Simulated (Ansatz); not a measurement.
## Structures of Mg₃BiSb: which is lowest?

Plane-wave DFT in Ansatz with scalar-relativistic PAW potentials, cutoff 420 eV, Γ-centred meshes chosen by cell and gap, Gaussian smearing with energies taken to zero width. Every cell was relaxed (cell and atoms) in a run of its own, within the symmetry of its start. Functional: PBE.

Relaxed structures (starts from databases or built by putting these elements on another compound's sites):
A. P4mm, 5 atoms in the computed cell, a = 4.603 Å, c = 6.996 Å; sites (symmetry × multiplicity) Mg 2mm. × 2 + 4mm × 1, Sb 4mm × 1, Bi 4mm × 1; start: built
B. Pm-3m, 5 atoms in the computed cell, a = 5.336 Å; sites (symmetry × multiplicity) Mg 4/mm.m × 3, Sb m-3m × 1, Bi m-3m × 1; start: built

Question: Rank them by energy. Could pressure change the order?

Answer:
| structure | group | E − E(lowest) (meV/atom) | V (Å³/atom) | gap on mesh (eV) |
| --- | --- | --- | --- | --- |
| A | P4mm | 0.0 | 29.65 | 0.00 |
| B | Pm-3m | 337 | 30.39 | 0.00 |

A is lowest, 337 meV/atom under B. The lowest is also the densest of these, so pressure wouldn't bring one of the others in at first order. Other structures may lie lower than all of these, and vibrations aren't counted.

Spin-orbit coupling is left out, which matters for the bands of heavy elements. For Tl, Pb and Bi spin-orbit coupling shifts energies too.